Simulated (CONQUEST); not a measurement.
Set-up for a self-consistent single point of InSb (F-43m, 8 atoms in the cell; from Materials Project mp-20012, changed as shown).

```
CELL_PARAMETERS angstrom
      6.50056     0.00000     0.00000
      0.00000     6.50056     0.00000
      0.00000     0.00000     6.50056
ATOMIC_POSITIONS crystal
  In 0.00000 0.00000 0.00000
  In 0.00000 0.50000 0.50000
  In 0.50000 0.00000 0.50000
  In 0.50000 0.50000 0.00000
  Sb 0.25000 0.25000 0.75000
  Sb 0.25000 0.75000 0.25000
  Sb 0.75000 0.25000 0.25000
  Sb 0.75000 0.75000 0.75000
```

Computed with CONQUEST with PBE, numerical atomic orbitals double-zeta with polarisation (the shipped basis), PseudoDojo norm-conserving potentials made for PBE.

CONQUEST settings:

| setting | value |
|---|---|
| basis | DZP |
| Diag.MPMeshX, Y, Z | 4 4 4 |
| potentials | PseudoDojo norm-conserving PBE |
| Grid.GridCutoff | 175 Ha |
| DM.SolutionMethod | diagon |
| Diag.kT | 0.003675 Ha |
| Diag.GammaCentred | true |
| minE.SCTolerance | 1.0e-06 |
| SC.MaxIters | 100 |
| SC.LinearMixingFactor | 0.5 |
| SC.KerkerPreCondition | true |
| SC.KerkerFactor | 0.5 1/bohr |
| AtomMove.TypeOfRun | static |

Results:

- Number of valence electrons = 112
- Number of bands = 144
- Number of k-points after the program's reduction = 51
- Size of the basis = 144
- Number of SCF iterations = 19
- FFT grid = 80 × 80 × 80
- Free energy E − TS = -17131.7212 eV
- Fermi level (on the code's own zero) = -4.30 eV
- Pressure = 2.70 GPa

Stress (GPa, positive for compression):
```
2.70  0.00  0.00
0.00  2.70  0.00
0.00  0.00  2.70
```

For comparison: a first run was changed to give this one (lattice scaled by 0.98), and from it to this one the free energy rises by 17.2 meV/atom and the pressure goes from -0.05 to 2.70 GPa.

The program uses no crystal symmetry, so grid and mesh can part values that symmetry would make equal. The atom-centred basis is finite, which shifts total energies and pressures against plane waves. The structure comes from a collection of computed structures, made at another level of theory; the collection holds predicted forms beside known ones. No clean gap shows at this smearing width and mesh (spacing up to 0.24 Å⁻¹); the mesh is coarse for partly filled bands, so the values carry mesh errors. Semi-local functionals can close small gaps.

Cost on one core: roughly 6 core-minutes.
